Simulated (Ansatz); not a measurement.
SiRh:
```yaml
crystal:
  lattice:
    - [4.57092, 0.00000, 0.00000]
    - [0.00000, 4.57041, 0.00000]
    - [-2.43248, 0.00000, 4.96806]
  atoms:
    - { symbol: Si, position: [0.79149, 0.64804, 0.06534] }
    - { symbol: Si, position: [0.20851, 0.35196, 0.93466] }
    - { symbol: Si, position: [0.20851, 0.14804, 0.43466] }
    - { symbol: Si, position: [0.79149, 0.85196, 0.56534] }
    - { symbol: Rh, position: [0.30047, 0.64586, 0.61394] }
    - { symbol: Rh, position: [0.69953, 0.35414, 0.38606] }
    - { symbol: Rh, position: [0.69953, 0.14586, 0.88606] }
    - { symbol: Rh, position: [0.30047, 0.85414, 0.11394] }
```

Relaxed with PBEsol. Special points in fractions of this cell's reciprocal vectors: Γ (0.000, 0.000, 0.000); Z (0.000, 0.500, 0.000); D (0.000, 0.500, 0.500); B (0.000, 0.000, 0.500); A (-0.500, 0.000, 0.500); E (-0.500, 0.500, 0.500); C2 (-0.500, 0.500, 0.000); Y2 (-0.500, 0.000, 0.000).

### Question
List the band energies nearest the Fermi level at these points for plane-wave PAW PBEsol (Ansatz code).

### Answer
In eV from the Fermi level; about four levels below and three above (degenerate sets whole), none deeper than 8.9 eV; points with the same levels are listed once.

| k | below | above |
|---|---|---|
| Γ | -1.09 -0.96 -0.83 -0.14 | 1.45 1.94 2.39 |
| Z | -1.87 -1.87 -0.78 -0.78 | 0.64 0.64 1.28 1.28 |
| D | -1.31 -1.31 -1.23 -1.23 | 1.44 1.44 2.95 2.95 |
| B | -1.66 -1.66 -0.47 -0.47 | 1.46 1.46 2.20 2.20 |
| A | -2.03 -2.03 -1.15 -1.15 | 0.85 0.85 1.76 1.76 |
| E | -2.03 -2.03 -1.00 -1.00 | 0.44 0.44 0.92 0.92 |
| C2 | -1.63 -1.63 -1.18 -1.18 | 0.18 0.18 2.34 2.34 |
| Y2 | -2.00 -1.01 -0.98 -0.68 | 0.48 0.95 1.12 |

Space group P2_1/c. The first step of the workflow began from a Materials Project structure, measured or hypothetical; the Crystallography Open Database files this formula in space group No. 14, but the cells were not matched. Its standing as an ambient phase is unchecked. The cell was relaxed with PBEsol under the symmetry of its start; its stability against distortions is not shown here. The run is not spin-polarised. Spin–orbit coupling is left out wherever it is not named.

Potentials: the later of the program's two PAW sets.
